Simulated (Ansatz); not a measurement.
Ansatz (a program for electronic structure) input:

Ansatz 0.2 input:
```yaml
crystal:
  lattice:
    - [4.8120474653, 0.0, 0.0]
    - [0.0, 4.8120474653, 0.0]
    - [0.0, 0.0, 4.8120474653]
  atoms:
    - { symbol: Ag, position: [0.25, 0.25, 0.75] }
    - { symbol: Ag, position: [0.25, 0.75, 0.25] }
    - { symbol: Ag, position: [0.75, 0.75, 0.75] }
    - { symbol: Ag, position: [0.75, 0.25, 0.25] }
    - { symbol: O, position: [0.0, 0.0, 0.0] }
    - { symbol: O, position: [0.5, 0.5, 0.5] }
kpoints:
  mp_grid: { grid: [18, 18, 18] }
hamiltonian:
  xc: pbe
  pseudopotentials: { kind: paw }
scf:
  occupations: { method: fermi_dirac, width: 0.1 }
elastic: { mode: relaxed_ion, stencil: two_point, amplitude: 0.005, f_tol: 0.0005 }
```

Output (shortened):

```
Pseudopotentials: kind: paw
Pseudopotential: Ag, paw, valence charge 19
Pseudopotential: O, paw, valence charge 6
Functional definition: PBE
Crystal: 6 atoms, lattice volume = 111.427 Å³
Basis set: ecut = 420 eV, 2109 PW (Γ), exchange–correlation on 72×72×72 points (8 copies of the dense FFT grid, shifted against one another)
Bands: 53, of which v1, the nominal top of the filled ones, is band 44 counted from 1 (43 counted from 0)
Symmetry: 48 space group operations
Space group: Pn-3m (ITA 224), of the structure as read, at distance tolerance 4.8e-5 Å
k-points: 220 of 5832
Initial wavefunctions: pseudopotential atomic-orbital guess
Eigensolver: davidson
Functional: x = pbe(κ = 0.804, μ = 0.2195149727645171), c = pbe(β = 0.06672455060314922)
all-band conjugate gradients solve this SCF's bands
SCF 1 converged in 12 iterations: F = -31492.691930 eV  dr2 = 7.28e-15
density extrapolation: transplant  |δρ|_rms = 3.117e-2 e/Å³  SAD shift = 9.654e-3 e/Å³
Crystal: 6 atoms, lattice volume = 110.870 Å³
Symmetry: 16 space group operations
k-points: 550 of 5832
Initial density: handed on by an earlier stage of this run
Initial wavefunctions: those handed on with the density
SCF 2 converged in 11 iterations: F = -31492.691118 eV  dr2 = 5.14e-14
density extrapolation: first-order (α = -2.000)  |δρ|_rms = 3.117e-2 e/Å³  SAD shift = 9.582e-3 e/Å³
Crystal: 6 atoms, lattice volume = 111.984 Å³
Basis set: ecut = 420 eV, 2141 PW (Γ), exchange–correlation on 72×72×72 points (8 copies of the dense FFT grid, shifted against one another)
SCF 3 converged in 9 iterations: F = -31492.691446 eV  dr2 = 9.24e-15
Crystal: 6 atoms, lattice volume = 111.426 Å³
Symmetry: 8 space group operations
k-points: 910 of 5832
Initial wavefunctions: pseudopotential atomic-orbital guess (no wavefunctions were taken with the density)
SCF 4 converged in 15 iterations: F = -31492.691625 eV  dr2 = 7.59e-14
relax step   1: F+E_penalty+E_count = -31492.69162527 eV  Δ(F+E_penalty+E_count) = +0.000e0 eV  max|allowed force component| = 5.230e-2 eV/Å  Δτ_max = 0.0000 Å  (15 SCF iters, accepted)
density extrapolation: transplant  |δρ|_rms = 3.117e-2 e/Å³  SAD shift = 2.569e-3 e/Å³
Crystal: 6 atoms, lattice volume = 111.426 Å³
SCF 5 converged in 11 iterations: F = -31492.691816 eV  dr2 = 1.98e-14
relax step   2: F+E_penalty+E_count = -31492.69181630 eV  Δ(F+E_penalty+E_count) = -1.910e-4 eV  max|allowed force component| = 3.003e-2 eV/Å  Δτ_max = 0.0023 Å  (11 SCF iters, accepted)
density extrapolation: transplant  |δρ|_rms = 3.117e-2 e/Å³  SAD shift = 3.464e-3 e/Å³
Crystal: 6 atoms, lattice volume = 111.426 Å³
SCF 6 converged in 12 iterations: F = -31492.691910 eV  dr2 = 8.44e-15
relax step   3: F+E_penalty+E_count = -31492.69191027 eV  Δ(F+E_penalty+E_count) = -9.396e-5 eV  max|allowed force component| = 4.162e-6 eV/Å  Δτ_max = 0.0031 Å  (12 SCF iters, accepted)
Crystal: 6 atoms, lattice volume = 111.426 Å³
SCF 7 converged in 7 iterations: F = -31492.691910 eV  dr2 = 4.31e-14
Crystal: 6 atoms, lattice volume = 111.426 Å³
SCF 8 converged in 15 iterations: F = -31492.691625 eV  dr2 = 7.38e-14
relax step   1: F+E_penalty+E_count = -31492.69162527 eV  Δ(F+E_penalty+E_count) = +0.000e0 eV  max|allowed force component| = 5.230e-2 eV/Å  Δτ_max = 0.0000 Å  (15 SCF iters, accepted)
density extrapolation: transplant  |δρ|_rms = 3.117e-2 e/Å³  SAD shift = 6.034e-3 e/Å³
Crystal: 6 atoms, lattice volume = 111.426 Å³
SCF 9 converged in 12 iterations: F = -31492.691910 eV  dr2 = 2.84e-14
relax step   2: F+E_penalty+E_count = -31492.69191027 eV  Δ(F+E_penalty+E_count) = -2.850e-4 eV  max|allowed force component| = 3.096e-6 eV/Å  Δτ_max = 0.0054 Å  (12 SCF iters, accepted)
Crystal: 6 atoms, lattice volume = 111.426 Å³
SCF 10 converged in 6 iterations: F = -31492.691910 eV  dr2 = 1.95e-14
SCF converged after 12 iterations
Free energy (F): -31492.691930 eV
Harris-Foulkes:  -31492.691930 eV  (|F-HF|=7.28e-12)
Internal energy: -31492.677075 eV  (E = F + TS)
E sigma→0 (E₀):  -31492.684503 eV
Entropy (-TS):   -0.014855 eV (-2.476 meV/atom)
Fermi energy:    10.036511 eV
--- Per-component energies (eV) ---
  E_band       = -1400.913313
  E_kinetic    = 2452.715455
  E_local      = -11995.831972  (includes V_loc(G=0)·N_el)
  E_nonlocal   = 422.700310
  E_hartree    = 5279.793885
  E_xc         = -880.198323
  E_vxc        = -1118.422664  (∫ρ·V_xc dr)
  E_paw        = -15926.976993  (= ΣΔE_a)
  E_vpaw       = -1721.668324  (= ΣTr[D̂ρ^β])
  E_aug_tail   = 0.006104  (compensation charges beyond the density's cutoff)
  E_ewald      = -10844.885541
  E_smearing   = -0.014855  (= −TS)
  E_closure    =  0.000000  (closes the sum)
  Σ components = -31492.691930   (vs F -31492.691930, Δ=0.00e0)
--- Forces (eV/Å), atoms counted from 1 ---
  atom   1  Ag     0.00000000     0.00000000     0.00000000
  atom   2  Ag     0.00000000     0.00000000     0.00000000
  atom   3  Ag     0.00000000     0.00000000     0.00000000
  atom   4  Ag     0.00000000     0.00000000     0.00000000
  atom   5  O      0.00000000     0.00000000     0.00000000
  atom   6  O      0.00000000     0.00000000     0.00000000
  max |Σ_I F_I| component: 4.63e-18 eV/Å
--- Stress (GPa, compression-positive) ---
        0.046058       0.000000       0.000000
        0.000000       0.046058       0.000000
        0.000000       0.000000       0.046058
  P = ⅓ Tr σ = 0.0461 GPa (0.461 kbar)
  The stress holds the Pulay correction. Without it, at fixed plane waves, as pw.x and ABINIT print it: P = -0.2328 GPa
  The stress includes an estimate of the error left by incomplete SCF convergence (largest component 0.0000 GPa).
--- Band table (eV; the first three rows and the last of 220) ---
  k-point 0: bands = ["-80.9226", "-80.9208", "-80.9208", "-80.9208", "-44.4982", "-44.4773", "-44.4773", "-44.4773", "-44.3963", "-44.3963", "-44.3850", "-44.3850", "-44.3850", "-44.3796", "-44.3796", "-44.3796", "-8.5362", "-7.9331", "3.5303", "3.5303", …
  k-point 1: bands = ["-80.9226", "-80.9208", "-80.9208", "-80.9208", "-44.4981", "-44.4774", "-44.4773", "-44.4773", "-44.3962", "-44.3961", "-44.3850", "-44.3849", "-44.3849", "-44.3797", "-44.3796", "-44.3796", "-8.5318", "-7.9379", "3.5399", "3.5399", …
  k-point 2: bands = ["-80.9225", "-80.9209", "-80.9208", "-80.9208", "-44.4976", "-44.4779", "-44.4773", "-44.4773", "-44.3959", "-44.3958", "-44.3853", "-44.3849", "-44.3849", "-44.3801", "-44.3797", "-44.3797", "-8.5188", "-7.9522", "3.5690", "3.5690", …
  k-point 219: bands = ["-80.9214", "-80.9212", "-80.9212", "-80.9212", "-44.4990", "-44.4773", "-44.4773", "-44.4773", "-44.3948", "-44.3948", "-44.3948", "-44.3804", "-44.3804", "-44.3802", "-44.3802", "-44.3802", "-8.4873", "-7.9593", "3.6582", "3.6582", …
  band table: 53 of 53 bands, residual norms ≤ 1.0e-3 eV
--- Elastic constants: 2 strain directions × 2 members + reference (group order 48) ---
  dense FFT box of the reference and of every strained cell: 36×36×36
  strains applied: 11, 23; error gains: componentwise 1.00 (the most a stress slope's error grows in a printed constant), spectral 1.73 (1 for all six strains …
  C = ∂σ_k/∂η_j (tension-positive GPa; Voigt order 11 22 33 23 13 12):
        73.101     68.552     68.552      0.000      0.000      0.000
        68.552     73.101     68.552      0.000      0.000      0.000
        68.552     68.552     73.101      0.000      0.000      0.000
         0.000      0.000      0.000      1.359      0.000      0.000
         0.000      0.000      0.000      0.000      1.359      0.000
         0.000      0.000      0.000      0.000      0.000      1.359
  reference stress σ⁰ (GPa):     -0.046     -0.046     -0.046      0.000      0.000      0.000
  moduli (Voigt/Reuss/Hill, GPa): K = 70.07/70.07/70.07   G = 1.73/1.62/1.67   E = 4.98   ν = 0.488
  mechanically stable: yes (min eigenvalue of sym C = 1.36 GPa)
  strain η (Voigt 11):  stress-route row diagonal C_11 = 73.10 GPa, energy-path curvature d²(F+E_count+ΔE)/dδ²/Ω₀ = 73.11 GPa
         δ    σ_11 (GPa)             F (eV)   n_scf  n_hpsi   n_pw
    -5.000e-3      -0.4150      -31492.6911183      11  584356   2224   relax 0 steps, max|allowed force component| 4.74e-17 eV/Å
     5.000e-3       0.3160      -31492.6914458       9  516702   2236   relax 0 steps, max|allowed force component| 5.55e-17 eV/Å
  strain η (Voigt 23):  stress-route row diagonal C_44 = 1.36 GPa, energy-path curvature d²(F+E_count+ΔE)/dδ²/Ω₀ = 1.39 GPa
         δ    σ_23 (GPa)             F (eV)   n_scf  n_hpsi   n_pw
    -5.000e-3      -0.0068      -31492.6919103       7  684589   2224   relax 3 steps, max|allowed force component| 4.16e-6 eV/Å
     5.000e-3       0.0068      -31492.6919103       6  638032   2224   relax 2 steps, max|allowed force component| 3.10e-6 eV/Å
```

Cost: about 40 core-minutes (a rough figure) on shared cores.

The cell was relaxed with PBE under the symmetry of its start; of distortions, only those at the zone centre were tested. The run is not spin-polarised. As this level gives no gap, shear constants depend on the k-mesh and smearing (Fermi–Dirac, 0.1 eV here). Scalar-relativistic: spin–orbit coupling is off unless named, which matters more the heavier the elements.

Potentials: the later of the program's two PAW sets.

Ansatz is a plane-wave DFT program.
